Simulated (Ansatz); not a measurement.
Zr (diamond type), DFT, LDA, all-electron LAPW, scalar-relativistic (Ansatz 0.2.0), on 1 thread of Arm Neoverse V2 (shared host).

Command: `ansatz run input.yaml --threads 1 --pin off --max-ram 3584MiB --backend cpu --events-out ev --progress --plain --runs-dir out`

```yaml
crystal:
  lattice:
    - [0.0, 2.6558624167, 2.6558624167]
    - [2.6558624167, 0.0, 2.6558624167]
    - [2.6558624167, 2.6558624167, 0.0]
  atoms:
    - { symbol: Zr, position: [-0.125, -0.125, -0.125] }
    - { symbol: Zr, position: [0.125, 0.125, 0.125] }
kpoints:
  mp_grid: { grid: [12, 12, 12] }
scf:
  occupations: { method: fermi_dirac, width: 0.08 }
hamiltonian:
  xc: lda
  pseudopotentials: { kind: all_electron, lapw: { basis_error: 0.0005 } }
output:
  forces: true
  stress: true
  eigenvalues: true
relax:
  f_tol: 0.005
  max_steps: 12
  cell: { p_target: 38.0, stress_tol: 0.03 }
```

Q: How large is the problem that the program sets up?

A: 72 irreducible k-points, 609 plane waves at Γ, 36 bands.

Q: About how long does it take?

A: 67 s of wall time for 15 SCF iterations over 3 geometries. Times on shared machines scatter by tens of per cent.
